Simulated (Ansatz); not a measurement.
System: FePb, 2 atoms in the cell.

Level of theory: LDA, plane waves, PAW datasets (generated soft set 1) (Ansatz 0.2.0 development build).

Cutoff 420 eV; k-mesh 8×8×6 Γ-centred; Fermi–Dirac smearing of 0.1 eV; starting moments Fe1 3 μB; no spin–orbit coupling.

```
Fe Pb
1.0
     3.20000    0.00000    0.00000
     0.00000    3.20000    0.00000
     0.00000    0.00000    4.10000
Fe Pb
1 1
Direct
  0.00000 0.00000 0.00000
  0.50000 0.50000 0.50000
```

Task: Is the cell under compression or tension, and by how much?

Result: The pressure is -9.67 GPa, so at these settings the cell is stretched and would shrink.

Task: What net moment does the cell keep?

Result: 2.75 μB per cell.

The stress includes the program's correction for the finite plane-wave basis.

The cell is a model and need not be the structure known for this compound. The k-mesh is modest, so these values aren't fully converged in k. Spin–orbit coupling is left out, which matters for 6p elements such as Tl, Pb and Bi. One magnetic order was tried; another may lie lower. Potentials made with PBE were used with another functional.
